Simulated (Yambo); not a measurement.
**How GW settings move the gap: SiC**

G0W0@PBEsol for SiC (6H, space group P6_3mc, No. 186) in Yambo. Reference settings: 6×6×1 Γ-centred k mesh, 229 bands and a 8 Ry block in the screening, 229 bands in G with the Bruneval-Gonze terminator, plasmon pole fitted at 27.2 eV. The PBEsol gap Γ → M on this mesh is 1.92 eV; G0W0 gaps are taken between the same points.

| change from the reference | G0W0 gap Γ → M (eV) | shift of the valence edge (eV) | rough Yambo cost |
|---|---|---|---|
| reference settings | 2.73 | -0.46 | 1 |
| 147 bands in W, 147 bands in G | 2.74 | -0.36 | within a factor of two |
| 85 bands in G | 2.75 | -0.40 | – |
| 147 bands in G | 2.73 | -0.45 | – |
| 106 bands in W | 2.75 | -0.29 | within a factor of two |
| 2 Ry block | 2.44 | 0.01 | within a factor of two |
| 3 Ry block | 2.44 | -0.04 | within a factor of two |
| 7 Ry block | 2.69 | -0.40 | within a factor of two |
| pole fitted at 10 eV | 2.71 | -0.32 | – |
| no random integration | 2.70 | -0.30 | – |
| 85 bands in G, no terminator | 2.56 | 0.30 | – |
| 147 bands in G, no terminator | 2.62 | -0.10 | – |

The reference isn't shown to be the converged limit. Costs are rough (shared machines), scaled to the same edge states, and given only for runs that recompute the screening.

Geometry of the Materials Project entry, not relaxed at this level; primitive cell a = b = 3.077 Å, c = 15.098 Å, α = β = 90.00°, γ = 120.00°.

A shift is the quasiparticle energy of the state minus its PBEsol energy.
